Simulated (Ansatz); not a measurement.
Given:

ScPd3:
```cif
data_Pd3Sc
_chemical_formula_sum 'Pd3 Sc1'
_space_group_name_H-M_alt 'P 1'
_space_group_IT_number 1
_cell_length_a 4.81226
_cell_length_b 4.81226
_cell_length_c 4.81226
_cell_angle_alpha 130.995
_cell_angle_beta 130.995
_cell_angle_gamma 71.821
loop_
_space_group_symop_operation_xyz
  'x, y, z'
loop_
_atom_site_label
_atom_site_type_symbol
_atom_site_fract_x
_atom_site_fract_y
_atom_site_fract_z
_atom_site_occupancy
Pd1 Pd 0.50000 0.50000 0.00000 1
Pd2 Pd 0.75000 0.25000 0.50000 1
Pd3 Pd 0.25000 0.75000 0.50000 1
Sc1 Sc 0.00000 0.00000 0.00000 1
```

This is the PBEsol-relaxed structure.

Question: All from the program Ansatz at the PBEsol level (PAW), unless another level is named. Estimate the formation energy from the elements (no fitted shifts).

Answer: -74 kJ/mol-atom.

Question: What about the density of states at the Fermi level?

Answer: 1.0 states/eV per atom (mean over ±0.08 eV).

Space group I4/mmm. The cell is a constructed one: a structure type filled with these elements; neither database checked (COD, Materials Project) lists it. COD files the formula under space group No. 221. Its standing as an ambient phase is unchecked. The PBEsol relaxation kept the symmetry of its start; whether a distortion lowers the energy is not shown. No spin polarisation was allowed. The references are the lowest solids computed at this level, not always the standard phases. Scalar-relativistic: spin–orbit coupling is off unless named, which matters more the heavier the elements.

Potentials: the earlier of the program's two PAW sets. The files were generated under PBE; for other functionals the program regenerates the frozen cores, and for LDA and PBEsol the local potential too.
